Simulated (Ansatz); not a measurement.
LaCl3:
```
CELL_PARAMETERS angstrom
      7.54763     0.00000     0.00000
     -3.77381     6.53644     0.00000
      0.00000     0.00000     4.37909
ATOMIC_POSITIONS crystal
  La 0.66667 0.33333 0.75000
  La 0.33333 0.66667 0.25000
  Cl 0.61030 0.69652 0.75000
  Cl 0.38970 0.30348 0.25000
  Cl 0.91378 0.61030 0.25000
  Cl 0.08622 0.38970 0.75000
  Cl 0.30348 0.91378 0.75000
  Cl 0.69652 0.08622 0.25000
```

r²SCAN in the plane-wave PAW code Ansatz gives a gap of 4.34 eV without spin–orbit coupling, maximum at M, minimum on the Γ–A line, 96 % of the way from Γ.

Question: What happens when spin–orbit coupling is switched on?

Answer: The gap drops by 0.06 eV, to 4.28 eV; maximum at Γ, minimum on the Γ–A line, 96 % of the way from Γ.

Question: Give the hole effective mass with spin–orbit coupling.

Answer: 1.1, 1.1, 1.3 mₑ (principal values).

Space group P6_3/m. The first step of the workflow began from a Materials Project structure, measured or hypothetical; the Crystallography Open Database copy checked does not list it. Whether it is the stable phase at ambient conditions was not checked. The cell was relaxed with r²SCAN under the symmetry of its start; its stability against distortions is not shown here.

Potentials: the later of the program's two PAW sets.
